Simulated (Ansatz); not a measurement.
MoSe$_{2}$ in space group P6_3/mmc (No. 194; Se on 4f, Mo on 2c), PBE+D3(BJ) in the plane-wave PAW code Ansatz, all energies at zero smearing, with the estimated change up to a 700 eV cutoff added, with one set of potentials and settings (totals compare only within such a set). Cell of 6 atoms (4 Se, 2 Mo): -31795.179 eV.

| element | reference phase | E (eV/atom) |
|---|---|---|
| Se | P3_121, 3 atoms in the cell | -5469.4069 |
| Mo | Im-3m, 1 atoms in the cell | -4956.7390 |

Formation energy per atom, worked out: (-31795.179 − 4×(-5469.4069) − 2×(-4956.7390))/6 = -0.679 eV/atom (-66 kJ per mol of atoms), at 0 K, without zero-point energy or fitted corrections.

The PBE+D3(BJ) relaxation kept the symmetry of its start; phonons on a q-mesh show no instability. No spin polarisation was allowed. The references are the lowest solids computed at this level, not always the standard phases.

Potentials: the later of the program's two PAW sets.
